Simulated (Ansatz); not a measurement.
HfC (rock salt, Fm-3m) at seven volumes, r²SCAN (plane waves, PAW; program Ansatz), scaled uniformly. One row is withheld.

```csv
V (Å³/atom),P (GPa)
11.368,27.64
11.743,17.06
12.118,7.90
12.492,0.00
12.867,-6.83
13.242,?
13.617,-17.81
```

Q: Fit the shown pressures and predict the withheld one.

A: P = (3/2)B₀(x^(7/2) − x^(5/2))[1 + (3/4)(B′ − 4)(x − 1)] with x = (V₀/V)^(2/3). Least squares on the six rows gives V₀ = 12.493 Å³/atom, B₀ = 244 GPa, B′ = 3.87. At V = 13.242, x = 0.9619 and P = -12.69 GPa. The run itself gave -12.72 GPa.

Symmetry was held in the r²SCAN relaxation. The run is not spin-polarised. Scalar-relativistic: spin–orbit coupling is off unless named, which matters more the heavier the elements.

Potentials: the later of the program's two PAW sets.
